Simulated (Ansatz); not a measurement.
**Kick test of a cell of NiH2Cl**

The structure comes from a generated guess, relaxed at this level; another structure or a mixture of phases may lie lower.

Theory: Ansatz, DFT PBE, scalar-relativistic, plane waves, PAW. Settings: cutoff 420 eV, Γ-centred mesh 12×12×8 on the computed 4-atom cell, Gaussian smearing of 0.10 eV; no spin polarisation.

The cell below (4 atoms, space group P6/mmm (No. 191)) is relaxed within its symmetry.

```
Ni H Cl
1.0
     3.08931    0.00000    0.00000
    -1.54465    2.67542    0.00000
     0.00000    0.00000    4.53130
Ni H Cl
1 2 1
Direct
  0.00000 0.00000 0.00000
  0.33333 0.66667 0.00000
  0.66667 0.33333 0.00000
  0.00000 0.00000 0.50000
```

For the test a repeat of it with 8 atoms (edges 3.09, 4.53, 5.35 Å) was strained at random (σ = 1.5 % a component), the atoms were moved at random (σ = 0.10 Å), and all was relaxed again on a coarse 8×6×4 mesh (in the run’s order of axes) with 0.20 eV smearing, with no symmetry imposed.

An odd number of electrons in the primitive cell allows no gap without spin; a larger cell or a magnetic state could open one. No Hubbard U is applied to the 3d shell of Ni. Trial moments died out on the coarse mesh, so the last step has no spin; another magnetic start might hold.

Problem. What happens?

Solution. It returns, within 1 meV/atom of the unmoved cell on that mesh and with the same symmetry when read at 0.1 Å (P2/m at 0.01 Å, so small strains and shifts remain). So it is stable against the distortions that fit this cell and that this random move excites. Modes that don't fit the cell aren't tested.
